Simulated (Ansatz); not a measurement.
Total density of states per atom from the program Ansatz at the PBE level (PAW), in 0.25 eV bins, energy from the Fermi level:

```
E (eV) | states/eV/atom
    -7.85 | ## 0.15
    -7.60 | ## 0.16
    -7.35 | ### 0.18
    -7.10 | ### 0.19
    -6.85 | ### 0.22
    -6.60 | ### 0.22
    -6.35 | ### 0.21
    -6.10 | ### 0.22
    -5.85 | #### 0.25
    -5.60 | #### 0.26
    -5.35 | #### 0.26
    -5.10 | #### 0.26
    -4.85 | #### 0.30
    -4.60 | ##### 0.34
    -4.35 | ##### 0.34
    -4.10 | ###### 0.38
    -3.85 | ######### 0.57
    -3.60 | ########### 0.75
    -3.35 | ########### 0.72
    -3.10 | ######## 0.56
    -2.85 | ########### 0.75
    -2.60 | ##################### 1.38
    -2.35 | ####################### 1.50
    -2.10 | #################### 1.31
    -1.85 | #################### 1.36
    -1.60 | ################### 1.26
    -1.35 | ################### 1.30
    -1.10 | #################### 1.31
    -0.85 | ############################## 2.00
    -0.60 | ########################### 1.78
    -0.35 | ####################### 1.56
    -0.10 | ################ 1.07
     0.15 | ############### 0.96
     0.40 | ######## 0.56
     0.65 | ######## 0.53
     0.90 | ####### 0.45
     1.15 | ###### 0.40
     1.40 | ##### 0.35
     1.65 | ##### 0.35
     1.90 | ##### 0.31
     2.15 | #### 0.28
     2.40 | #### 0.24
     2.65 | #### 0.24
     2.90 | ##### 0.32
     3.15 | ####### 0.44
     3.40 | ###### 0.38
     3.65 | #### 0.28
     3.90 | #### 0.25
     4.15 | #### 0.27
     4.40 | ##### 0.32
     4.65 | ###### 0.40
```

Which compound is it?
(A) PtW, Cmcm (W on 4c, Pt on 4c)
(B) AlCo, Cmcm (Al on 4c, Co on 4c)
(C) AlP, P6_422 (Al on 3c, P on 3d)
(D) FeCo, Fd-3m (Fe on 8b, Co on 8a)

B, AlCo, Cmcm (Al on 4c, Co on 4c). Within 0.5 eV of the Fermi level: Co 3d 82 %, Al 3p 12 %. Projections are on Löwdin-orthogonalised atomic valence shells; empty p or d shells of many metals are not among them.

The start of the workflow was typed in or built on a structure type; neither database checked (COD, Materials Project) lists it. Whether it is the stable phase at ambient conditions was not checked. Symmetry was held in the PBE relaxation; its stability against distortions is not shown here. The final state is ferromagnetic, the only order run, not a proven ground state.

Potentials: the earlier of the program's two PAW sets.
